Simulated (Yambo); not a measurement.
G0W0@PBEsol for SiO₂ (space group Ima2, No. 46) in Yambo. Reference settings: 2×2×2 Γ-centred k mesh, 304 bands and a 7 Ry block in the screening, 304 bands in G with the Bruneval-Gonze terminator, plasmon pole fitted at 27.2 eV. The PBEsol gap (0, -0.5, -0.5) → Γ on this mesh is 5.81 eV; G0W0 gaps are taken between the same points.

The settings were changed. The gap went from 8.81 eV to 8.47 eV, and the shift of the valence edge from -1.94 eV to -1.33 eV.

Problem. What was changed between the two runs?
(A) 195 bands in G
(B) pole fitted at 55 eV
(C) 195 bands in W, 195 bands in G
(D) 113 bands in G, no terminator

Solution. D, 113 bands in G, no terminator. The others gave (gap, valence shift): pole fitted at 55 eV: 8.85, -2.01 eV; 195 bands in G: 8.81, -1.94 eV; 195 bands in W, 195 bands in G: 8.82, -1.89 eV.

Geometry of the Materials Project entry, not relaxed at this level; primitive cell a = 7.0025 Å, b = 7.0025 Å, c = 7.0025 Å, α = 90.28°, β = 105.10°, γ = 137.28°.

This is not the ordinary phase of the substance; no match was found in the copy of COD used, and its stability was not checked.

A shift is the quasiparticle energy of the state minus its PBEsol energy.
